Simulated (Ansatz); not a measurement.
### Question
Each is relaxed and computed with the program Ansatz at the r²SCAN level (PAW). Which is the only metal?
(A) InP, Pm-3n (In on 6c, P on 6d)
(B) EuPAu, P6_3/mmc (Eu on 2a, P on 2c, Au on 2d)
(C) CaP, P-62m (Ca on 3g, Ca on 3f, P on 4h, P on 2e)
(D) DyI3, P6_3/mmc (Dy on 2d, I on 6h)

### Answer
B, EuPAu, P6_3/mmc (Eu on 2a, P on 2c, Au on 2d). EuPAu: metal; CaP: gap 0.61 eV (indirect); DyI3: gap 0.62 eV (indirect); InP: gap 1.07 eV (direct). Caveat: open 4f shells can settle in a state that is not the lowest. Spin orders computed, not proven ground states: EuPAu, P6_3/mmc (Eu on 2a, P on 2c, Au on 2d) ferromagnetic; DyI3, P6_3/mmc (Dy on 2d, I on 6h) ferromagnetic. Typed or built starts, not in the databases checked: InP, Pm-3n (In on 6c, P on 6d). Not the usual ambient phase: InP, Pm-3n (In on 6c, P on 6d). Standing as an ambient phase not checked: EuPAu, P6_3/mmc (Eu on 2a, P on 2c, Au on 2d); CaP, P-62m (Ca on 3g, Ca on 3f, P on 4h, P on 2e); DyI3, P6_3/mmc (Dy on 2d, I on 6h). Weakly bound layers, chains or molecules computed without a dispersion correction, so cells and soft constants are ill determined: DyI3, P6_3/mmc (Dy on 2d, I on 6h). All cells were relaxed under the symmetry of their starts (and spin orders); stability against distortions was not tested throughout. No Hubbard U is applied. Spin–orbit coupling is left out wherever it is not named.

Potentials: the later of the program's two PAW sets.
